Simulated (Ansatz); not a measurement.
FeSi (P2_13) from a database structure, relaxed with r2SCAN. It is cubic, P2_13 (No. 198); conventional cell a = 4.403 Å, 10.67 Å³ an atom. Around Fe lie 7 Si at 2.25–2.47 Å; around Si lie 7 Fe at 2.25–2.47 Å.

```
Fe Si
1.0
     4.40305    0.00000    0.00000
     0.00000    4.40305    0.00000
     0.00000    0.00000    4.40305
Fe Si
4 4
Direct
  0.86334 0.63666 0.36334
  0.63666 0.36334 0.86334
  0.36334 0.86334 0.63666
  0.13666 0.13666 0.13666
  0.15887 0.34113 0.65887
  0.34113 0.65887 0.15887
  0.65887 0.15887 0.34113
  0.84113 0.84113 0.84113
```

4 runs of the PAW code Ansatz on this cell differ in the functional (and in the settings that go with it). Levels are in eV from each run's valence top; v1 is the last filled band, c1 the first empty one.

Run A, mean stress 0.0 GPa (compression positive):
```tsv
point	v5	v3	v1	c1	c2	c3
Γ	-0.38	-0.38	-0.12	0.85	0.85	0.85
M	-1.35	-1.12	-0.45	0.82	0.82	1.56
R	-0.82	-0.80	-0.80	0.73	0.73	0.73
```

Run B, mean stress -5.9 GPa (compression positive):
```tsv
point	v5	v3	v1	c1	c2	c3
Γ	-0.29	-0.29	-0.04	0.67	0.67	0.67
M	-1.35	-1.07	-0.37	0.64	0.64	1.33
R	-0.79	-0.69	-0.69	0.47	0.47	0.47
```

Run C, mean stress -4.0 GPa (compression positive):
```tsv
point	v5	v3	v1	c1	c2	c3
Γ	-0.55	-0.55	-0.47	1.92	1.92	1.92
M	-1.41	-1.19	-0.68	1.91	1.91	2.61
R	-1.12	-0.89	-0.89	1.92	1.92	1.92
```

Run D, mean stress -3.8 GPa (compression positive):
```tsv
point	v5	v3	v1	c1	c2	c3
Γ	-0.47	-0.47	-0.26	1.63	1.63	1.63
M	-1.35	-1.15	-0.56	1.60	1.60	2.35
R	-0.95	-0.83	-0.83	1.58	1.58	1.58
```

Task: Match the runs to LDA, r2SCAN, r2SCANh, HSE06.

Result: A is r2SCAN, B is LDA, C is HSE06, D is r2SCANh. In order of the gap: LDA 0.12, r2SCAN 0.34, r2SCANh 1.14, HSE06 1.47 eV. The stress vanishes for r2SCAN, which relaxed the cell.

No spin polarisation and no zero-point or thermal motion.

The program warns that its thresholds are loose for a hybrid's stress.

The meshes of the hybrids are coarse, so their gaps aren't converged to the digits shown.
